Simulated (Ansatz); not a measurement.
## Wurtzite alloy of GaN and ZnO (33 of 48 Ga sites, 33 of 48 N sites exchanged), 96 atoms

Ansatz, PAW, plane waves. PBEsol relaxation of cell lengths and atoms (angles held) at the single k point (½, ½, ½); single points on the relaxed atoms at the Γ point alone, onto which points of the small cell's zone fold. Arrangement: quasirandom. No spin–orbit coupling unless named.

Relaxed structure:

```xyz
96
Lattice="9.6819 0.0000 0.0000 0.0000 11.1997 0.0000 0.0000 0.0000 10.4764" Properties=species:S:1:pos:R:3 pbc="T T T"
Zn    1.6599    0.9677    2.5538
Zn    9.6500    3.7473    7.9950
Zn    4.9132    0.8324    2.5706
Zn    4.8059    0.9089    7.8234
Zn    1.5384    6.5393    2.5355
Zn    1.5299    6.5357    7.9007
Zn    0.0285    9.2818    2.6082
Zn    0.0031    9.2924    7.8991
Zn    7.9699    0.9678    7.9085
Zn    6.3610    3.6497    2.4824
Zn    6.4922    3.6176    7.9836
Zn    4.8326    6.5168    2.4746
Zn    3.2426    9.3422    2.5340
Zn    3.2958    9.4528    7.9328
Zn    8.1193    6.5478    2.5655
Zn    6.4129    9.3988    2.5401
Zn    9.6779    1.9531    0.0362
Zn    3.3201    1.8459    5.2390
Zn    3.4223    1.9704   10.3657
Zn    1.6351    4.6074   10.4021
Zn    9.6192    7.4960    5.3207
Zn    6.3012    1.8029    5.1249
Zn    6.3601    1.9132    0.0263
Zn    4.8459    4.6849    0.0461
Zn    3.2639    7.4759    0.0351
Zn    1.6067   10.2670    5.2612
Zn    1.6157   10.3238    0.0421
Zn    8.0152    4.6885    5.2143
Zn    8.0239    4.4340    0.0109
Zn    6.4906    7.4667    5.2207
Zn    4.7183   10.4352    0.0984
Zn    8.0705   10.2567    5.2326
Zn    8.0575   10.3316    0.0496
Ga    1.6773    0.9937    7.8724
Ga    9.6787    3.6505    2.5015
Ga    3.3051    3.7237    2.6037
Ga    3.2085    3.6458    7.9348
Ga    8.0662    1.0035    2.5365
Ga    4.8192    6.4780    7.9353
Ga    8.1503    6.5217    7.8728
Ga    6.4127    9.3795    7.8668
Ga    0.0327    1.8197    5.2085
Ga    1.6907    4.6095    5.2310
Ga    0.0199    7.5139    0.0635
Ga    4.7816    4.6331    5.1422
Ga    3.2148    7.4205    5.2728
Ga    6.4076    7.4592   10.4287
Ga    4.8602   10.2842    5.2333
N     0.0063    1.8521    2.0668
N     3.1524    1.9208    7.1845
N     9.6668    7.4746    1.9271
N     9.6370    7.4560    7.2523
N     6.5087    1.8138    2.0245
N     4.8001    4.6819    2.0612
N     4.8126   10.1755    1.9696
N     4.8978   10.1455    7.1232
N     0.0110    3.7909    9.8833
N     4.7720    0.7939    4.5456
N     4.8918    0.8939    9.7302
N     3.2113    3.7622    4.5553
N     3.2458    3.8458    9.7654
N     6.4037    3.7859    9.8384
N     4.8681    6.6289    9.7793
O     0.0321    1.8298    7.1033
O     3.2235    1.9665    1.9619
O     1.5959    4.5764    2.1427
O     1.6522    4.6433    7.1111
O     6.5144    1.9078    7.0715
O     4.7165    4.7623    7.0865
O     3.1761    7.4334    2.0476
O     3.2805    7.3563    7.1625
O     1.6016   10.2912    2.0191
O     1.5773   10.3694    7.2637
O     8.1515    4.6257    2.1584
O     8.0721    4.7661    7.1876
O     6.4886    7.4614    1.8403
O     6.4644    7.3927    7.2838
O     8.1141   10.3398    2.0564
O     7.9955   10.2167    7.2383
O     1.5405    0.9267    4.6290
O     1.5544    0.9152    9.7280
O     0.0697    3.6951    4.6372
O     1.6757    6.4710    4.6910
O     1.5394    6.6350    9.8704
O     0.0097    9.3352    4.6246
O     9.6645    9.2941    9.8943
O     8.1665    0.9664    4.5902
O     8.1450    0.8917    9.8015
O     6.3759    3.8049    4.7019
O     4.7879    6.5337    4.7204
O     3.2294    9.1927    4.7158
O     3.1168    9.3051    9.8245
O     8.0504    6.5340    4.5738
O     8.0815    6.7078    9.7872
O     6.4363    9.3064    4.6164
O     6.5828    9.2202    9.7307
```

Task: What are the mean bond lengths by pair (pairs within 1.2 times the sum of covalent radii, less contacts 15 % beyond the pair's median; cation–cation pairs of compounds aside; long ionic contacts are cut short by that bound)?

Result: Ga–N 1.869 ± 0.028 Å (standard deviation, 17 bonds); Ga–O 1.933 ± 0.067 Å (standard deviation, 43 bonds); N–Zn 1.940 ± 0.056 Å (standard deviation, 43 bonds); O–Zn 2.031 ± 0.082 Å (standard deviation, 86 bonds).

Task: What gap lies between the top filled and the lowest empty level in the single points?

Result: HSE06 0.50 eV (65 s on NVIDIA GB300).
